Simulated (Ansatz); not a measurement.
**Ga2HCl3: do the settings matter for the field gradients?**

Cell: an entry of the Crystallography Open Database (COD; perhaps a calculated or model structure) whose atoms were relaxed with PBE, the cell held.

Space group P2_1/c (No. 14); a = 5.7300, b = 6.7870, c = 14.8478 Å, β = 104.57°.

| site | Wyckoff | site symmetry | x | y | z |
| --- | --- | --- | --- | --- | --- |
| Ga1 | 4e | 1 | 0.9262 | 0.7668 | 0.9206 |
| Ga5 | 4e | 1 | 0.6487 | 0.6849 | 0.6464 |
| H | 4e | 1 | 0.8589 | 0.7958 | 0.0144 |
| Cl13 | 4e | 1 | 0.8098 | 0.4889 | 0.8435 |
| Cl17 | 4e | 1 | 0.3266 | 0.7795 | 0.9355 |
| Cl21 | 4e | 1 | 0.7812 | 0.9989 | 0.8128 |

One atom of each set is listed.

Reference run. Level of theory: DFT, PBE, plane waves and PAW, scalar-relativistic, 420 eV cutoff, Γ-centred 5×4×2 k-points, Fermi–Dirac smearing 0.02 eV (Ansatz 0.2.0).

**Question.** The input is changed as follows: `basis.ecutwfc`: not typed → 250 eV; `kpoints.mp_grid.grid`: [5, 4, 2] → [6, 5, 2]; `scf.occupations.width`: 0.02 → 0.2. What happens to V_zz (10²¹ V/m²) and η?

**Answer.** 

```tsv
site	V_zz reference	η reference	V_zz changed	η changed
Ga1	-13.07	0.12	-13.17	0.12
Ga5	1.04	0.14	1.01	0.07
H	1.16	0.02	1.05	0.06
Cl13	15.43	0.20	15.38	0.20
Cl17	13.99	0.27	13.88	0.27
Cl21	13.17	0.22	13.08	0.22
```

The largest change of V_zz is on H, from 1.16 to 1.05. In per cent, |V_zz| changes by -3 to +1 on Ga, -10 on H, -1 to 0 on Cl (all sites that start above 0.5). New warnings: cutoff below recommended. In the changed run the cutoff of 250 eV lies below the one recommended for these PAW files, so its values aren't converged ones.

On the reference run: The database positions were far from equilibrium, so the relaxed structure may not be the compound's real one.
